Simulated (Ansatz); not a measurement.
Ru (hcp type), DFT, LDA, all-electron LAPW, scalar-relativistic (Ansatz 0.2.0), on 1 thread of Arm Neoverse V1 (shared host).

Command: `ansatz run input.yaml --threads 1 --pin off --max-ram 2048MiB --backend cpu --events-out ev --progress --plain --runs-dir out`

```yaml
crystal:
  lattice:
    - [2.4327897047, 0.0, 0.0]
    - [-1.2163948524, 2.1068576864, 0.0]
    - [0.0, 0.0, 3.8815207648]
  atoms:
    - { symbol: Ru, position: [0.3333333333, 0.6666666667, 0.25] }
    - { symbol: Ru, position: [0.6666666667, 0.3333333333, 0.75] }
kpoints:
  mp_grid: { grid: [18, 18, 10] }
scf:
  occupations: { method: fermi_dirac, width: 0.08 }
hamiltonian:
  xc: lda
  pseudopotentials: { kind: all_electron, lapw: { basis_error: 0.001 } }
output:
  forces: true
  stress: true
  eigenvalues: true
  populations: true
```

How large is the problem that the program sets up?

222 irreducible k-points, 299 plane waves at Γ, 39 bands.

About how long does it take, and how much memory?

91 s of wall time for 8 SCF iterations, with a peak of 0.74 GiB. Times on shared machines scatter by tens of per cent.
